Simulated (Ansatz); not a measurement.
A generator proposed this cell of BeB3P2.

```xyz
6
Lattice="3.0888 1.7833 2.5220 -3.0888 1.7833 2.5220 0.0000 -3.5666 2.5220" Properties=species:S:1:pos:R:3 pbc="T T T"
Be    0.0000    0.0000    3.7830
B    -1.5444    0.8917    1.2610
B     1.5444    0.8917    1.2610
B     0.0000   -1.7833    1.2610
P     0.0000    0.0000    5.6745
P     0.0000    0.0000    1.8915
```

Theory: DFT PBE, scalar-relativistic, plane waves, PAW (Ansatz 0.2.0). Plane waves to 420 eV, a k mesh through Γ of 4×4×4 on the computed 6-atom cell and Gaussian smearing (0.10 eV); no spin polarisation.

Formation energies are uncorrected and refer to the elements' standard structures at the same level. The references include black phosphorus.

**Question.** Estimate its pressure, forces and energy as it stands.

**Answer.** The pressure is -1.2 GPa (the mean over three directions, positive in compression), the largest force is 3.27 eV/Å, and the energy is +1.15 eV/atom against the elements. The shortest distance is 1.89 Å.

**Question.** How much does it gain on relaxing, and where does it end?

**Answer.** Relaxing gains about 0.11 eV/atom (the start's value is from the coarse mesh, so the gain is rough) in 14 ionic steps and ends at +1.04 eV/atom on the finer mesh. The symmetry stays R-3m (No. 166). The volume per atom shrinks by 3.7 %, from 13.9 to 13.4 Å³. The shortest distance goes from 1.89 Å (B–P and Be–P) to 1.83 Å (B–P). Conventional cell: a = 6.220 Å, c = 7.186 Å. Be is surrounded by 2 P at 2.05 Å; B is surrounded by 2 P at 1.83 Å; around P lie 3 B at 1.83 Å and 1 Be at 2.05 Å.

The last run used a 12×12×12 mesh for its 6-atom cell and Gaussian smearing of 0.10 eV. An odd number of electrons in the primitive cell allows no gap without spin; a larger cell or a magnetic state could open one. The cell is a metal run without spin; a magnetic state may lie lower. The reference form of P is held partly by dispersion forces, which this level lacks. The relaxation can't lower the symmetry of the start. Symmetry constrained the relaxation, so the result can be a saddle point.
